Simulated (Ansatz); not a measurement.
Relaxed-ion elastic tensor of NaCl (CsCl type, space group No. 221) in GPa (Voigt order), LDA in the plane-wave PAW code Ansatz; density 2.54 g/cm³, 19.12 Å³ per atom.

```
95.2   4.7   4.7   0.0   0.0   0.0
 4.7  95.2   4.7   0.0   0.0   0.0
 4.7   4.7  95.2   0.0   0.0   0.0
 0.0   0.0   0.0  -0.1   0.0   0.0
 0.0   0.0   0.0   0.0  -0.1   0.0
 0.0   0.0   0.0   0.0   0.0  -0.1
```

Is the crystal mechanically stable?

On the edge, within the error: the smallest eigenvalue of C is -0.1 GPa.

Space group Pm-3m (CsCl type). This is a known high-pressure phase of the composition, computed here at zero pressure and temperature. The cell was relaxed with LDA under the symmetry of its start. At this level the phase is dynamically unstable (imaginary phonons).

Potentials: the earlier of the program's two PAW sets. The files were generated under PBE; for other functionals the program regenerates the frozen cores, and for LDA and PBEsol the local potential too.
